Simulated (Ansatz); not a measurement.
ZrGe in space group P6/mmm (No. 191; Zr on 3f, Ge on 1a, Ge on 2d) at seven volumes, HSE06 in the plane-wave PAW code Ansatz, shape and atoms relaxed at each. One row is withheld.

| V (Å³/atom) | P (GPa) |
|---|---|
| 21.222 | 10.85 |
| 21.922 | 6.62 |
| 22.621 | 3.07 |
| 23.321 | 0.00 |
| 24.021 | ? |
| 24.720 | -5.00 |
| 25.420 | -6.98 |

Problem. Fit the shown pressures and predict the withheld one.

Solution. Third-order Birch–Murnaghan: P = (3/2)B₀(x^(7/2) − x^(5/2))[1 + (3/4)(B′ − 4)(x − 1)] with x = (V₀/V)^(2/3). Least squares on the six rows gives V₀ = 23.315 Å³/atom, B₀ = 95.71 GPa, B′ = 3.94. At V = 24.021, x = 0.9803 and P = -2.69 GPa. The run itself gave -2.68 GPa.

The cell is a constructed one: a structure type filled with these elements; neither database checked (COD, Materials Project) lists it. Whether it is the stable phase at ambient conditions was not checked. The cell was relaxed with HSE06 under the symmetry of its start; whether a distortion lowers the energy is not shown. The run is not spin-polarised. The hybrid run found no gap, on a coarse k-mesh.

Potentials: the later of the program's two PAW sets.
